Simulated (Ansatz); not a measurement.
Consider the following.

PtSe2:
```cif
data_Pt4Se8
_chemical_formula_sum 'Pt4 Se8'
_space_group_name_H-M_alt 'Fm-3m'
_space_group_IT_number 225
_space_group_name_Hall '-F 4 2 3'
_cell_length_a 6.28955
_cell_length_b 6.28955
_cell_length_c 6.28955
_cell_angle_alpha 90.000
_cell_angle_beta 90.000
_cell_angle_gamma 90.000
loop_
_atom_site_label
_atom_site_type_symbol
_atom_site_symmetry_multiplicity
_atom_site_Wyckoff_symbol
_atom_site_fract_x
_atom_site_fract_y
_atom_site_fract_z
_atom_site_occupancy
Pt1 Pt 4 a 0.00000 0.00000 0.00000 1
Se1 Se 8 c 0.25000 0.25000 0.25000 1
```
(The calculation used a cell of 3 atoms; values per cell refer to that cell.)

This is the PBE-relaxed structure.

### Question
All from DFT-PBE in the program Ansatz with PAW potentials, unless another level is named. Predict the electronic character.

### Answer
metallic (no gap).

### Question
Predict the formation energy from the elements (no fitted shifts).

### Answer
0.093 eV/atom.

### Question
Predict the density of states at the Fermi level.

### Answer
1.8 states/eV per atom (mean over ±0.08 eV).

The cell is a constructed one: a structure type filled with these elements; neither database checked (COD, Materials Project) lists it. COD files the formula under space group No. 164, so this cell is another polymorph or a model. Its standing as an ambient phase is unchecked. The PBE relaxation kept the symmetry of its start; its stability against distortions is not shown here. No spin polarisation was allowed. The references are the lowest solids computed at this level, not always the standard phases. Spin–orbit coupling is left out wherever it is not named.

Potentials: the later of the program's two PAW sets.
